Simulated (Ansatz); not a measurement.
Y$_{2}$CN$_{2}$O$_{2}$:
```xyz
7
Lattice="3.7077 0.0000 0.0000 -1.8538 3.2109 0.0000 0.0000 0.0000 8.1803" Properties=species:S:1:pos:R:3 pbc="T T T"
Y      0.0000     2.1406     5.5415
Y      1.8538     1.0703     2.6387
C      0.0000     0.0000     0.0000
N      0.0000     0.0000     1.2268
N      0.0000     0.0000     6.9534
O      0.0000     2.1406     3.2452
O      1.8538     1.0703     4.9351
```

Relaxed with r²SCAN.

Q: Map the electron localisation function on the plane through (0.333, 0.667, 0.677) spanned by u = [0, 0, 1] and v = [1, -1, 0] in lattice vectors, from the program Ansatz at the r²SCAN level (PAW).

A: x is the fraction of u, y of v (the angle between them is 90°; rows are the nearest grid lines); atoms in the plane: Y at (0.00, 0.00), Y at (0.65, 0.33), C at (0.32, 0.67), N at (0.47, 0.67), N at (0.17, 0.67), O at (0.72, 0.00), O at (0.93, 0.33).
```
|-+%@@#:              .+#@@#-:+%@#::%@@+-|
|+#@@@*.              .=#%@%+=#@@*.:%@@#+|
|@@@%+.   ..      ...  .=#%@@@@@%+. =%@@@|
|@@%+. .:--::....:---.  .=#%%@%%*-  .+%@@|
|.  .-#%%##**+++***#%%+:  .-=++=:.     ..|
|  .+%@@@%%###*###%%@@%+:   .::..        |
| .+%@@@%%%@%*+#%%%%%@@%=.               |
|.+%@@%- :#@%: -@@*. @@@#=.             .|
|.+%@@%- .#@%: -@@*. %@@%=.             .|
| :*@@@@%#%@%*+#@@%#%@@%+.               |
|  -#@@@@%%%%#*#%%%%@@%+.          ....  |
|  .=#%@%##******##%@%=.          :-==-. |
|+:  .:=+=--:::::-==- .=#%@%#-   -*#%%%#+|
|%+:   ..:..    .... .+%@@@@@#: .+%%@@@@%|
|@#+.                =%@@@@@@@+..*%@@%@@@|
|@%#=.               #@@%+-*@@#::%@%+:=%@|
|@%#=.               #@@%+=#@@#::#@%+-+%@|
|%*=.                -#@@@@@@%- .+%@@@@@%|
|+-.                 .=#%@@%#=.  -*%%%%#+|
|..                   .:=+=-:.   .:=+=-:.|
|%%#+:                  .:-+#%##=.  .-+#%|
|@@@%*:                .-*%@@@@%#=. -#@@@|
|+#@@@*.              .=#%@%+=#@@*.:%@@#+|
|-+%@@#:              .+#@@#-:+%@#::%@@+-|
```
Scale: ten equal steps from 0.003 (start of ' ') to 0.883 (end of '@'), in the order ' .:-=+*#%@'; x runs from 0.000 to 1.00, y from 0.000 (bottom) to 1.00 (top).

The density is the valence pseudo-density with augmentation charge, so density and ELF within about 1 Å of a nucleus are not all-electron values.

Space group P-3m1. The workflow started from a Materials Project entry (that database holds measured and hypothetical structures alike); the Crystallography Open Database copy checked does not list it. Whether it is the stable phase at ambient conditions was not checked. The r²SCAN relaxation kept the symmetry of its start; its stability against distortions is not shown here. The run is not spin-polarised.

Potentials: the later of the program's two PAW sets.
